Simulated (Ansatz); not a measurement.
# ZrH: a sublattice moved along a line

Computed with DFT r2SCAN, scalar-relativistic, plane waves, PAW in Ansatz 0.2.0. Settings: plane waves to 500 eV, k-mesh 14×14×10 (Γ-centred), Gaussian smearing 0.15 eV. No spin polarisation. Energies are free energies at this smearing, counted from the undisturbed cell; pressure is positive in compression.

The undisturbed cell (as given, not relaxed at this level; it stands at 1.0 GPa, and it needn't be the usual structure):

```
CELL_PARAMETERS angstrom
3.24279 0.00000 0.00000
0.00000 3.24279 0.00000
0.00000 0.00000 4.94800
ATOMIC_POSITIONS crystal
Zr 0.00000 0.50000 0.00000
Zr 0.50000 0.00000 0.50000
H 0.00000 0.00000 0.75000
H 0.00000 0.00000 0.25000
```

Every H atom is moved by x along the Cartesian unit vector (0.707, 0.707, 0.000); the cell and all other atoms stay fixed. The cell is metallic on the mesh throughout.

Over the sampled range (-0.5000 to 0.3750), is the undisturbed cell the lowest point?

Yes, every other sampled point lies higher.

The scan:

| x (Å) | ΔE (meV/cell) |
| --- | --- |
| -0.5000 | 1165.4 |
| -0.2500 | 319.2 |
| 0.0000 | 0.0 |
| 0.3750 | 691.9 |